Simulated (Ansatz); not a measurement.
## Sr2MnO4, first-principles data

Sr2MnO4:
```
CELL_PARAMETERS angstrom
      2.65121    -6.21026     0.00000
      2.65121     6.21026     0.00000
      0.00000     0.00000     5.30184
ATOMIC_POSITIONS crystal
  Sr 0.35554 0.64446 0.00000
  Sr 0.64446 0.35554 0.00000
  Mn 0.00000 0.00000 0.00000
  O  0.25000 0.25000 0.75000
  O  0.75000 0.75000 0.75000
  O  0.15610 0.84390 0.00000
  O  0.84390 0.15610 0.00000
  Sr 0.85554 0.14446 0.50000
  Sr 0.14446 0.85554 0.50000
  Mn 0.50000 0.50000 0.50000
  O  0.75000 0.75000 0.25000
  O  0.25000 0.25000 0.25000
  O  0.65610 0.34390 0.50000
  O  0.34390 0.65610 0.50000
```
The run is spin-polarised; directions of the spins, atom by atom: 0 0 ↑ 0 0 0 0 0 0 ↓ 0 0 0 0.

Space group I4/mmm (No. 139); conventional cell a = b = 3.749 Å, c = 12.421 Å, α = β = γ = 90.00°.

Method: PBEsol (plane waves, PAW; program Ansatz). Geometry: relaxed at this level of theory. Other levels are named where they apply.

Cell and energy:

* **Volume per atom**: 12.47 Å³
* **Density**: 5.60 g/cm³
* **Formation energy from the elements (no fitted shifts)**: -2.52 eV/atom

Electronic structure:

Band gap: 0.65 eV (direct)
Valence-band maximum: at Y
Conduction-band minimum: at Y
Hole effective mass: 1.00, 2.8, 4.1 mₑ (principal values)

Magnetism:

Magnetic order: antiferromagnetic
Net moment: 0.00 μB per atom

Mechanics:

* **Bulk modulus (Birch–Murnaghan fit)**: 137 GPa
* **Pressure derivative B′**: 5.3

Charges:

Bader charges: Sr +1.53, Mn +1.81, O -1.28 to -1.16 e

The workflow started from an entry of the Crystallography Open Database (COD). Its standing as an ambient phase is unchecked. Symmetry was held in the PBEsol relaxation, as lowered by the spin order; its stability against distortions is not shown here. Spin order of the final state: antiferromagnetic, chosen from 5 collinear starts compared on coarse meshes (ties went to the first, and starts can fall back to one state), not a proven ground state. No Hubbard U is applied. Point labels and valley counts follow the cell and symmetry of the run, lower than the named group. The references are the lowest solids computed at this level, not always the standard phases (solids in place of the gases). Scalar-relativistic: spin–orbit coupling is off unless named, which matters more the heavier the elements.

Potentials: the later of the program's two PAW sets.
